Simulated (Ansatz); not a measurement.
Si3Ge:
Space group P-4m2 (No. 115); a = b = 3.914 Å, c = 5.527 Å, α = β = γ = 90.00°

```tsv
atom	site	symmetry	x	y	z
Si	2g	2mm.	0.0000	0.5000	0.2441
Si	1a	-4m2	0.0000	0.0000	0.0000
Ge	1c	-4m2	0.5000	0.5000	0.5000
```

Relaxed at zero pressure with the program Ansatz at the PBE level (PAW).

The volume is lowered by 9 % and shape and atoms relax at that volume. What pressure results, and how do the axes share the change?

9.5 GPa; a -3.1 %, b -3.1 %, c -3.2 %; the energy rises by 52 meV/atom.

Give the new structure.


Space group P-4m2 (No. 115); a = b = 3.7940 Å, c = 5.3527 Å, α = β = γ = 90.00°

| atom | site | symmetry | x | y | z |
|---|---|---|---|---|---|
| Si | 2g | 2mm. | 0.0000 | 0.5000 | 0.2442 |
| Si | 1a | -4m2 | 0.0000 | 0.0000 | 0.0000 |
| Ge | 1c | -4m2 | 0.5000 | 0.5000 | 0.5000 |

The phase is kept; no other phase was compared at this pressure.

The start of the workflow was typed in or built on a structure type; neither database checked (COD, Materials Project) lists it. Whether it is the stable phase at ambient conditions was not checked. The cell was relaxed with PBE under the symmetry of its start; whether a distortion lowers the energy is not shown.

Potentials: the earlier of the program's two PAW sets.
